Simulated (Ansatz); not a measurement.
The start is a generated cell, CdS built in the 4H structure type. The cell and all atomic positions are relaxed at zero pressure with PBE (plane waves to 420 eV, PAW, scalar-relativistic; Ansatz, a program for electronic structure). The first steps use a coarse 7×7×2 k-mesh.

Starting cell:
```
CdS
1.0
    4.13872     0.00000     0.00000
   -2.06936     3.58423     0.00000
    0.00000     0.00000    13.54909
Cd S
4 4
Cartesian
  0.00000   0.00000   0.00000
  0.00000   0.00000   6.77455
  2.06936   1.19474  10.16426
  0.00000   2.38949   3.38971
  0.00000   0.00000  11.00403
  0.00000   0.00000   4.22948
  2.06936   1.19474   7.63207
  0.00000   2.38949   0.85752
```

Q: How large is the pressure on the unrelaxed cell, and of which sign?

A: +2.1 GPa (positive: the cell is compressed).

Q: By how much does the energy per atom fall from start to end?

A: 0.006 eV/atom.

Q: How does the volume change?

A: +3.6 %, from 25.12 to 26.04 Å³/atom.

Q: How do the shortest distances between atoms change?

A: The closest pairs of elements (up to four, under 3.6 Å), start → end: Cd–S 2.53 → 2.57 Å.

Q: Write out the relaxed structure.

A: 
Space group P6₃mc (No. 186); a = b = 4.194 Å, c = 13.676 Å, α = β = 90.00°, γ = 120.00°

```json
[
 {"atom": "Cd", "site": "2a", "symmetry": "3m.", "x": "0.0000", "y": "0.0000", "z": "0.4996"},
 {"atom": "Cd", "site": "2b", "symmetry": "3m.", "x": "0.3333", "y": "0.6667", "z": "0.2498"},
 {"atom": "S", "site": "2a", "symmetry": "3m.", "x": "0.0000", "y": "0.0000", "z": "0.1874"},
 {"atom": "S", "site": "2b", "symmetry": "3m.", "x": "0.3333", "y": "0.6667", "z": "0.4376"}
]
```

The space group stays P6₃mc (No. 186) (the run could not lower it); the end is AFLOW prototype AB_hP8_186_ab_ab (B5, as in SiC), with 8 atoms in the primitive cell. Final values are on a 9×9×3 k-mesh of the relaxed cell. No spin polarisation in the result.

The run could not lose the symmetry of its start.

The first start was generated by placing the elements on the sites of a structure type. A measured structure of CdS has the same space group, P6₃mc (No. 186); the sites were not compared with it.
